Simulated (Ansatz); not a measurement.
Cu (fcc (Cu type), space group No. 225) under volume change, plane-wave PAW PBE+D3(BJ) (Ansatz code), scaled uniformly.

```
V (Å³/atom)  E − E(relaxed) (meV/atom)  P (GPa)
-----------  -------------------------  -------
10.293                            57.5    19.89
10.633                            24.0    12.03
10.972                               ?        ?
11.311                             0.0     0.00
11.651                               ?        ?
11.990                            18.8    -8.38
12.329                            40.0   -11.55
```

Question: Fill in the missing entries.

Answer: 
- 11.651, E − E(relaxed) (meV/atom): 5.0
- 11.651, P (GPa): -4.57
- 10.972, E − E(relaxed) (meV/atom): 5.6
- 10.972, P (GPa): 5.48

Question: What does a third-order Birch–Murnaghan fit give for V₀, B₀ and B′?

Answer: V₀ = 11.31 Å³/atom, B₀ = 166 GPa, B′ = 5.0.

Space group Fm-3m (fcc (Cu type)). The cell was relaxed with PBE+D3(BJ) under the symmetry of its start. The run is not spin-polarised. The pairwise dispersion correction was not fitted to metals.

Potentials: the later of the program's two PAW sets.
